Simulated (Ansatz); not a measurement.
Ansatz 0.2.0, relaxation: SrAl2Cl2

The input file (Ansatz 0.2.0, plane waves):

```yaml
crystal:
  lattice:
    - [2.622332, 4.542006, 0.0]
    - [-2.622332, 4.542006, 0.0]
    - [0.0, 0.0, 5.471936]
  atoms:
    - { symbol: Cl, position: [0.3333, 0.3334, 0.0976] }
    - { symbol: Cl, position: [0.6667, 0.6666, 0.9024] }
    - { symbol: Al, position: [0.3333, 0.3334, 0.4589] }
    - { symbol: Al, position: [0.6667, 0.6666, 0.5411] }
    - { symbol: Sr, position: [0.0, 0.0, 0.0] }
  symmetry: { tolerance: 0.0003 }
kpoints:
  mp_grid: { grid: [7, 7, 6], shift: [0, 0, 0] }
magnetization:
  spin_polarized: false
scf:
  occupations: { method: fermi_dirac }
  lower_state_search: "off"
hamiltonian:
  pseudopotentials: { kind: paw }
  xc: lda
basis:
  ecutwfc: 420
  fft_grid_basis: typed
relax:
  max_steps: 60
  cell: { p_target: 0.0 }
  f_tol: 0.03
output:
  forces: true
  stress: true
  eigenvalues: true
  bader: true
  populations: true
  elf: true
  write_potential: true
  volumetric_format: npy
  dos:
    e_range: [-12, 8]
    de: 0.05
    projected: { site_lists: { Al: [Al], Cl: [Cl], Sr: [Sr] } }
checkpoint:
  read: saved_state
```

Launch command:

```bash
ansatz run input.yaml --threads 2 --pin off --max-ram 2560MiB --backend cpu --events-out ev --progress --plain --runs-dir out
```

Origin of the cell: a known structure type with other elements, at an estimated volume, so it need not be a known compound.

The smearing width isn't typed, so it takes its default of 0.1 eV.

The saved state is a converged single point of the same cell.

Steps («new basis» is an SCF on plane waves selected anew at the same cell):

```json
{"step": "1", "ΔF (meV/atom)": "0.0", "max force component (eV/Å)": "4.943", "P (GPa)": "2.81", "volume (Å³)": "130.35", "SCF iterations": "6", "step was": "accepted"}
{"step": "2", "ΔF (meV/atom)": "-288.7", "max force component (eV/Å)": "1.560", "P (GPa)": "2.86", "volume (Å³)": "114.30", "SCF iterations": "7", "step was": "accepted"}
{"step": "3", "ΔF (meV/atom)": "-341.3", "max force component (eV/Å)": "0.336", "P (GPa)": "0.02", "volume (Å³)": "119.14", "SCF iterations": "7", "step was": "accepted"}
{"step": "4", "ΔF (meV/atom)": "-345.6", "max force component (eV/Å)": "0.038", "P (GPa)": "-0.41", "volume (Å³)": "118.78", "SCF iterations": "6", "step was": "accepted"}
{"step": "5", "ΔF (meV/atom)": "-346.0", "max force component (eV/Å)": "0.018", "P (GPa)": "-0.26", "volume (Å³)": "118.02", "SCF iterations": "5", "step was": "accepted"}
{"step": "6", "ΔF (meV/atom)": "-346.9", "max force component (eV/Å)": "0.147", "P (GPa)": "0.42", "volume (Å³)": "113.81", "SCF iterations": "7", "step was": "accepted"}
{"step": "7", "ΔF (meV/atom)": "-349.8", "max force component (eV/Å)": "0.009", "P (GPa)": "0.05", "volume (Å³)": "112.85", "SCF iterations": "6", "step was": "accepted"}
{"step": "8", "ΔF (meV/atom)": "-349.9", "max force component (eV/Å)": "0.002", "P (GPa)": "0.00", "volume (Å³)": "112.91", "SCF iterations": "5", "step was": "accepted"}
{"step": "9", "ΔF (meV/atom)": "-349.7", "max force component (eV/Å)": "0.002", "P (GPa)": "-0.01", "volume (Å³)": "112.91", "SCF iterations": "6", "step was": "new basis"}
```

Step 1, with forces in eV/Å:

```xyz
5
Lattice="2.622 4.542 0.000 -2.622 4.542 0.000 0.000 0.000 5.472" Properties=species:S:1:pos:R:3:forces:R:3 pbc="T T T" step=1
Cl    0.000    3.028    0.534    0.000    0.000   -4.943
Cl    0.000    6.056    4.938    0.000    0.000    4.943
Al    0.000    3.028    2.511    0.000    0.000    4.876
Al    0.000    6.056    2.961    0.000    0.000   -4.876
Sr    0.000    0.000    0.000    0.000    0.000    0.000
```

Step 2, with forces in eV/Å:

```xyz
5
Lattice="2.495 4.321 0.000 -2.495 4.321 0.000 0.000 0.000 5.303" Properties=species:S:1:pos:R:3:forces:R:3 pbc="T T T" step=2
Cl    0.000    2.880    0.408    0.000    0.000   -1.560
Cl    0.000    5.761    4.895    0.000    0.000    1.560
Al    0.000    2.880    2.585    0.000    0.000    1.079
Al    0.000    5.761    2.718    0.000    0.000   -1.079
Sr    0.000    0.000    0.000    0.000    0.000    0.000
```

Step 3, with forces in eV/Å:

```xyz
5
Lattice="2.490 4.312 0.000 -2.490 4.312 0.000 0.000 0.000 5.548" Properties=species:S:1:pos:R:3:forces:R:3 pbc="T T T" step=3
Cl    0.000    2.875    0.292    0.000    0.000   -0.056
Cl    0.000    5.750    5.256    0.000    0.000    0.056
Al    0.000    2.875    2.654    0.000    0.000    0.336
Al    0.000    5.750    2.894    0.000    0.000   -0.336
Sr    0.000    0.000    0.000    0.000    0.000    0.000
```

Step 4, with forces in eV/Å:

```xyz
5
Lattice="2.500 4.330 0.000 -2.500 4.330 0.000 0.000 0.000 5.486" Properties=species:S:1:pos:R:3:forces:R:3 pbc="T T T" step=4
Cl    0.000    2.887    0.273    0.000    0.000    0.010
Cl    0.000    5.774    5.212    0.000    0.000   -0.010
Al    0.000    2.887    2.691    0.000    0.000   -0.038
Al    0.000    5.774    2.795    0.000    0.000    0.038
Sr    0.000    0.000    0.000    0.000    0.000    0.000
```

Step 5, with forces in eV/Å:

```xyz
5
Lattice="2.500 4.330 0.000 -2.500 4.330 0.000 0.000 0.000 5.451" Properties=species:S:1:pos:R:3:forces:R:3 pbc="T T T" step=5
Cl    0.000    2.887    0.261    0.000    0.000   -0.018
Cl    0.000    5.774    5.189    0.000    0.000    0.018
Al    0.000    2.887    2.672    0.000    0.000   -0.017
Al    0.000    5.774    2.778    0.000    0.000    0.017
Sr    0.000    0.000    0.000    0.000    0.000    0.000
```

Step 6, with forces in eV/Å:

```xyz
5
Lattice="2.508 4.344 0.000 -2.508 4.344 0.000 0.000 0.000 5.222" Properties=species:S:1:pos:R:3:forces:R:3 pbc="T T T" step=6
Cl    0.000    2.896    0.166    0.000    0.000   -0.147
Cl    0.000    5.793    5.056    0.000    0.000    0.147
Al    0.000    2.896    2.558    0.000    0.000    0.101
Al    0.000    5.793    2.664    0.000    0.000   -0.101
Sr    0.000    0.000    0.000    0.000    0.000    0.000
```

Step 9, with forces in eV/Å:

```xyz
5
Lattice="2.517 4.359 0.000 -2.517 4.359 0.000 0.000 0.000 5.146" Properties=species:S:1:pos:R:3:forces:R:3 pbc="T T T" step=9
Cl    0.000    2.906    0.006    0.000    0.000   -0.002
Cl    0.000    5.812    5.140    0.000    0.000    0.002
Al    0.000    2.906    2.571    0.000    0.000    0.001
Al    0.000    5.812    2.575    0.000    0.000   -0.001
Sr    0.000    0.000    0.000    0.000    0.000    0.000
```

* Free energy lowered by: 349.7 meV/atom
* Volume change: -13.38 %
* Final pressure: -0.01 GPa
* Relaxation steps listed: 9

Caveats: no spin, though holes on the anions or broken bonds may carry moments; the relaxation held the start's symmetry, so the end may be a saddle point.

It ran for 47 s on 2 threads of Intel(R) Xeon(R) CPU @ 2.60GHz (Ice Lake), with other jobs on the host, peak memory 0.47 GiB, from a saved density.
